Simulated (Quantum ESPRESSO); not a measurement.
pw.x input (Quantum ESPRESSO 7.5; PBEsol, PseudoDojo standard norm-conserving files, scalar-relativistic):

```
&CONTROL
  calculation = 'scf'
  pseudo_dir = './pseudo'
  outdir = './out'
  tprnfor = .true.
  tstress = .true.
/
&SYSTEM
  ibrav = 0
  nat = 8
  ntyp = 4
  ecutwfc = 110.0
  ecutrho = 440.0
  occupations = 'smearing'
  smearing = 'fd'
  degauss = 0.002
  nbnd = 50
/
&ELECTRONS
  conv_thr = 8e-10
/
ATOMIC_SPECIES
O 15.9990 O.upf
S 32.0600 S.upf
Ag 107.8682 Ag.upf
La 138.9055 La.upf
CELL_PARAMETERS angstrom
  4.091720000000   0.000000000000   0.000000000000
  0.000000000000   4.091720000000   0.000000000000
  0.000000000000   0.000000000000   9.102420000000
ATOMIC_POSITIONS crystal
O   0.000000000000   0.000000000000   0.000000000000
O   0.500000000000   0.500000000000   0.000000000000
S   0.000000000000   0.500000000000   0.306960000000
S   0.500000000000   0.000000000000   0.693040000000
Ag   0.500000000000   0.500000000000   0.500000000000
Ag   0.000000000000   0.000000000000   0.500000000000
La   0.000000000000   0.500000000000   0.865030000000
La   0.500000000000   0.000000000000   0.134970000000
K_POINTS automatic
6 6 4 0 0 0
```

End of the output:

```

[...]
     the Fermi energy is    11.4003 ev
!    total energy              =    -870.91996157 Ry
     estimated scf accuracy    <          3.6E-11 Ry
     smearing contrib. (-TS)   =      -0.00000000 Ry
     internal energy E=F+TS    =    -870.91996157 Ry
     The total energy is F=E-TS. E is the sum of the following terms:
     one-electron contribution =    -473.56756707 Ry
     hartree contribution      =     279.12149180 Ry
     xc contribution           =    -154.68164772 Ry
     ewald contribution        =    -521.79223859 Ry
     convergence has been achieved in  18 iterations
     Forces acting on atoms (cartesian axes, Ry/au):
     atom    1 type  1   force =     0.00000000    0.00000000    0.00000000
     atom    2 type  1   force =     0.00000000    0.00000000    0.00000000
     atom    3 type  2   force =     0.00000000    0.00000000    0.00921681
     atom    4 type  2   force =     0.00000000    0.00000000   -0.00921681
     atom    5 type  3   force =     0.00000000    0.00000000    0.00000000
     atom    6 type  3   force =     0.00000000    0.00000000    0.00000000
     atom    7 type  4   force =     0.00000000    0.00000000    0.00958423
     atom    8 type  4   force =     0.00000000    0.00000000   -0.00958423
     Total force =     0.018805     Total SCF correction =     0.000016
     Computing stress (Cartesian axis) and pressure
          total   stress  (Ry/bohr**3)                   (kbar)     P=      -48.98
  -0.00034298   0.00000000   0.00000000          -50.45        0.00        0.00
   0.00000000  -0.00034298   0.00000000            0.00      -50.45        0.00
   0.00000000   0.00000000  -0.00031288            0.00        0.00      -46.03
```
In a gapped system the printed Fermi energy is only some level inside the gap.

Spin-orbit coupling is not included.

Geometry of the Materials Project entry, not relaxed at this level.
